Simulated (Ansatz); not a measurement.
KMgF$_{3}$:
```yaml
crystal:
  lattice:
    - [3.98071, 0.00000, 0.00000]
    - [0.00000, 3.98071, 0.00000]
    - [0.00000, 0.00000, 3.98071]
  atoms:
    - { symbol: K, position: [0.50000, 0.50000, 0.50000] }
    - { symbol: Mg, position: [0.00000, 0.00000, 0.00000] }
    - { symbol: F, position: [0.50000, 0.00000, 0.00000] }
    - { symbol: F, position: [0.00000, 0.50000, 0.00000] }
    - { symbol: F, position: [0.00000, 0.00000, 0.50000] }
```

x, y and z are the axes in which the lattice vectors are written.

Task: Give the high-frequency dielectric tensor and the Born effective charge tensors of the independent atoms from DFPT, plane-wave PAW r²SCAN (Ansatz code).

Result: 
ε∞:
```
2.03  0.00  0.00
0.00  2.03  0.00
0.00  0.00  2.03
```
Z* of atom 1 (K), rows: field, columns: displacement, in e:
```
1.18  0.00  0.00
0.00  1.18  0.00
0.00  0.00  1.18
```
Z* of atom 2 (Mg), rows: field, columns: displacement, in e:
```
2.01  0.00  0.00
0.00  2.01  0.00
0.00  0.00  2.01
```
Z* of atom 3 (F), rows: field, columns: displacement, in e:
```
-1.26   0.00   0.00
 0.00  -0.96   0.00
 0.00   0.00  -0.96
```

Static charges for comparison (Bader): K1 +0.89, Mg2 +1.79, F3 -0.89 e. Born charges measure polarisation by displacement and can exceed these by far.

Space group Pm-3m (cubic perovskite). The cell was relaxed with r²SCAN under the symmetry of its start; phonons on a q-mesh show no instability.

Potentials: the later of the program's two PAW sets.
